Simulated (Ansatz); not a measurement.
**FeNi: a fit and a missing row**

FeNi, P4/mmm, a = 2.468 Å, c = 3.533 Å. The structure is a COD entry; whether it is the stable form wasn't checked. Ansatz: PBEsol, PAW, 420 eV, Γ-centred 16×16×12 mesh on 2 atoms, Gaussian smearing 0.10 eV; collinear spin, largest moment 2.5 μB. Shape and atoms are relaxed at each volume; pressure is positive in compression.

```
V (Å³/atom) P (GPa)
     10.115    14.82
     10.438     6.66
     10.761     0.00
     11.083        ?
     11.406   -10.73
```

**Question.** Take V0 = 10.761 Å³/atom, fit the third-order Birch–Murnaghan form to the other rows, and predict the missing pressure.

**Answer.** With the Eulerian strain f = ½[(V0/V)^(2/3) − 1] and y = P/[3f(1 + 2f)^(5/2)], the form is the line y = B0 + 1.5 B0 (B0′ − 4) f. Rows (f, y): 0.02107, 211.5; 0.01026, 205.7; -0.01903, 207.1. Means f = 0.004100, y = 208.10; Σ(Δf)² = 0.0008609, ΣΔfΔy = 0.06604; the slope is their ratio. y = 207.8 + 76.71 f GPa, so B0 = 207.8 GPa and B0′ = 4 + 2 × (76.71)/(3 × 207.8) = 4.25. At V = 11.083, f = -0.00973, y = 207.05 and P = -5.75 GPa. The run gave -5.67 GPa, so the fit is 0.08 GPa too low, within the rms miss on the fitted rows (0.10 GPa).

Only parallel moments were tried here.